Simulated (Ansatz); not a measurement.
BaNi2P2: a fit and a missing row

BaNi2P2, I4/mmm, a = 3.905 Å, c = 12.031 Å. The structure is a Materials Project entry; whether it is the stable form wasn't checked. Ansatz: r2SCAN, PAW, 500 eV, Γ-centred 12×12×12 mesh on 5 atoms, Gaussian smearing 0.10 eV; no spin polarisation. Shape and atoms are relaxed at each volume; pressure is positive in compression.

| V (Å³/atom) | P (GPa) |
| --- | --- |
| 16.148 | 13.67 |
| 16.699 | 9.35 |
| 17.249 | 5.74 |
| 17.800 | 2.63 |
| 18.350 | -0.03 |
| 18.901 | -2.25 |
| 19.451 | -4.13 |
| 20.185 | ? |

Problem. Take V0 = 18.350 Å³/atom, count pressures from its P0 = -0.03 GPa, fit the third-order Birch–Murnaghan form to the other rows, and predict the missing pressure.

Solution. With the Eulerian strain f = ½[(V0/V)^(2/3) − 1] and y = (P − P0)/[3f(1 + 2f)^(5/2)], the form is the line y = B0 + 1.5 B0 (B0′ − 4) f. Rows (f, y): 0.04448, 83.0; 0.03244, 82.4; 0.02106, 82.4; 0.01025, 82.2; -0.00977, 79.6; -0.01905, 79.1. Means f = 0.01323, y = 81.450; Σ(Δf)² = 0.002987, ΣΔfΔy = 0.1903; the slope is their ratio. y = 80.61 + 63.71 f GPa, so B0 = 80.6 GPa and B0′ = 4 + 2 × (63.71)/(3 × 80.61) = 4.53. At V = 20.185, f = -0.03078, y = 78.65 and P = -6.23 GPa. The run gave -6.18 GPa, so the fit is 0.05 GPa too low, within twice the rms miss on the fitted rows (0.04 GPa). The form still works here, 22 % of the fitted range beyond its end.

Spin polarisation was left out, and a magnetic state may lie lower.